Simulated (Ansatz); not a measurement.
TePd:
```
TePd
1.0
    3.44068     0.00000     0.00000
    0.00000     3.44068     0.00000
    0.00000     0.00000     3.44068
Pd Te
1 1
Cartesian
  0.00000   0.00000   0.00000
  1.72034   1.72034   1.72034
```

Relaxed with r²SCAN. Special points in fractions of this cell's reciprocal vectors: Γ (0.000, 0.000, 0.000); X (0.000, 0.500, 0.000); M (0.500, 0.500, 0.000); R (0.500, 0.500, 0.500).

Question: List the band energies nearest the Fermi level at these points for DFT-r²SCAN in the program Ansatz with PAW potentials.

Answer: In eV from the Fermi level; about four levels below and three above (degenerate sets whole), none deeper than 8.9 eV; points with the same levels are listed once.

```json
[
 {"k": "Γ", "below": "-2.59 -2.59 -2.59 -1.04 -1.04 -1.04", "above": "2.81 6.85 6.85"},
 {"k": "X", "below": "-3.92 -3.92 -3.67 -2.54 -1.90", "above": "2.20 2.20 5.77"},
 {"k": "M", "below": "-3.07 -3.07 -2.08 -2.04", "above": "0.80 1.15 9.19 9.19"},
 {"k": "R", "below": "-6.31 -6.31 -6.31 -2.01 -2.01", "above": "0.52 0.52 0.52"}
]
```

Space group Pm-3m (CsCl type). A made-up cell: these elements were put on the sites of a structure type; neither database checked (COD, Materials Project) lists it. COD files the formula under space group No. 194, so this cell is another polymorph or a model. Its standing as an ambient phase is unchecked. The cell was relaxed with r²SCAN under the symmetry of its start; its stability against distortions is not shown here. The run is not spin-polarised. Spin–orbit coupling is left out wherever it is not named.

Potentials: the earlier of the program's two PAW sets.
